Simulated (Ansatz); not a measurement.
Data:

HfTeSe:
```
HfTeSe
1.0
    3.87960     0.00000     0.00000
   -1.93980     3.35984     0.00000
    0.00000     0.00000     6.59874
Hf Te Se
1 1 1
Direct
  0.00000   0.00000   0.98162
  0.66667   0.33333   0.25763
  0.33333   0.66667   0.76076
```

This is the r²SCAN+D4-relaxed structure.

Task: All from r²SCAN+D4 (plane waves, PAW; program Ansatz), unless another level is named. Give the highest zone-centre frequency (without LO–TO term).

Result: 203 cm⁻¹.

Task: Predict the Hill bulk and shear moduli.

Result: 27.5 and 19.9 GPa.

Space group P3m1. The first step of the workflow began from a Materials Project structure, measured or hypothetical; the Crystallography Open Database copy checked does not list it. Whether it is the stable phase at ambient conditions was not checked. The r²SCAN+D4 relaxation kept the symmetry of its start; its stability against distortions is not shown here. The run is not spin-polarised. Scalar-relativistic: spin–orbit coupling is off unless named, which matters more the heavier the elements.

Potentials: the later of the program's two PAW sets.
